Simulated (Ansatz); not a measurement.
SnTe:
```cif
data_SnTe
_chemical_formula_sum 'Sn1 Te1'
_space_group_name_H-M_alt 'P 1'
_space_group_IT_number 1
_cell_length_a 4.50835
_cell_length_b 4.50835
_cell_length_c 4.50835
_cell_angle_alpha 60.000
_cell_angle_beta 60.000
_cell_angle_gamma 60.000
loop_
_space_group_symop_operation_xyz
  'x, y, z'
loop_
_atom_site_label
_atom_site_type_symbol
_atom_site_fract_x
_atom_site_fract_y
_atom_site_fract_z
_atom_site_occupancy
Sn1 Sn 0.00000 0.00000 0.00000 1
Te1 Te 0.50000 0.50000 0.50000 1
```

Relaxed with r²SCAN. Independent-particle spectrum: no excitons, no local fields, no scissors shift; 0.1 eV broadening; ε₁ of the summed bands alone.

**Question.** Tabulate the dielectric function from r²SCAN (plane waves, PAW; program Ansatz).

**Answer.** 

```csv
E (eV),ε₁ xx,ε₂ xx
0.0,51.04,0.00
0.3,56.13,3.37
0.6,59.21,15.08
0.9,63.55,31.07
1.2,45.18,57.74
1.5,33.03,64.08
1.8,-11.94,82.87
2.1,-27.33,30.03
2.4,-11.10,25.82
2.7,-18.64,21.96
3.0,-16.76,13.41
3.3,-13.63,8.72
3.6,-10.83,5.98
3.9,-8.50,4.30
4.2,-6.63,3.31
4.5,-5.15,2.52
4.8,-3.68,1.97
5.1,-2.24,1.70
5.4,-0.60,1.86
5.7,0.17,3.89
6.0,-0.27,3.87
6.3,0.09,4.63
6.6,-0.75,4.77
6.9,-1.33,6.11
7.2,-2.79,4.99
7.5,-3.28,3.72
7.8,-2.90,2.91
8.1,-2.59,2.42
8.4,-2.23,2.08
8.7,-2.06,2.11
9.0,-2.08,1.78
9.3,-1.92,1.51
9.6,-1.71,1.29
9.9,-1.50,1.16
10.2,-1.36,1.11
10.5,-1.29,0.97
10.8,-1.13,0.86
11.1,-1.01,0.80
11.4,-0.91,0.74
11.7,-0.84,0.68
12.0,-0.74,0.59
```

**Question.** From ε at 1.1 eV (xx: 56.73 + 53.32i), find n, k, the normal reflectivity and the absorption coefficient.

**Answer.** n = 8.20, k = 3.250, R = 66 %, α = 2kE/ħc = 360000 cm⁻¹.

With all bands, ε∞ without local fields is 51.2.

Space group Fm-3m (rock salt). Symmetry was held in the r²SCAN relaxation. At this level the phase is dynamically unstable (imaginary phonons). Scalar-relativistic: spin–orbit coupling is off unless named, which matters more the heavier the elements.

Potentials: the earlier of the program's two PAW sets.
